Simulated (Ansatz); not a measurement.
One crystal and one scan (frozen-phonon scan) at two levels, PBE (plane waves to 420 eV, PAW, scalar-relativistic; Ansatz, a program for electronic structure) and r2SCAN (plane waves to 500 eV, PAW, scalar-relativistic; Ansatz), each from its own relaxed cell and on its own mesh. The cell shown is that of PBE.

Relaxed MgO (rock salt):

```yaml
crystal:
  lattice:
    - [0.00000, 4.25375, 4.25375]
    - [2.12687, 0.00000, 2.12687]
    - [2.12687, 2.12687, 0.00000]
  atoms:
    - { symbol: O, position: [0.00000, 0.00000, 0.00000] }
    - { symbol: O, position: [0.50000, 0.00000, 0.00000] }
    - { symbol: Mg, position: [0.25000, 0.50000, 0.50000] }
    - { symbol: Mg, position: [0.75000, 0.50000, 0.50000] }
```

The atoms are displaced by Q × the pattern below (from a DFPT mode at L = (0.5, 0.0, 0.0), largest move 1; Q in Å), at fixed cell. It is one choice among 2 degenerate patterns. (q is in reciprocal vectors of the primitive cell; the cell shown is doubled to hold the pattern.)

```json
[
 {"atom": "Mg3", "x": "-0.285", "y": "0.520", "z": "-0.805"},
 {"atom": "Mg4", "x": "0.285", "y": "-0.520", "z": "0.805"}
]
```

Atoms not listed stay in place.

MgO was relaxed with its symmetry unable to fall. Both scans cover Q from -0.180 to 0.180 Å.

ΔE (meV/cell), each from the undisplaced structure of its own level:

```tsv
Q (Å)	PBE	r2SCAN
-0.180	195.0	228.0
-0.150	134.9	withheld
-0.120	86.0	100.6
-0.090	48.3	56.5
-0.060	21.4	25.0
-0.030	5.3	6.3
0.000	0.0	0.0
0.030	5.3	6.3
0.060	21.4	25.0
0.090	48.3	56.5
0.120	86.0	100.6
0.150	134.9	withheld
0.180	195.0	228.0
```

Q: Estimate the r2SCAN value at 0.150 from the PBE value there and the ratio of the two levels in the two nearest given rows on that side of the minimum.

A: At 0.120 and 0.180 the ratio r2SCAN/PBE averages 1.169, which gives 1.169 × 134.9 = 157.7 meV/cell. The calculation gives 157.7 meV/cell, +16.9 % against PBE.

(A displaced cell: forces are minus the slopes of the energy, force constants its curvatures, and phonons follow from these.)
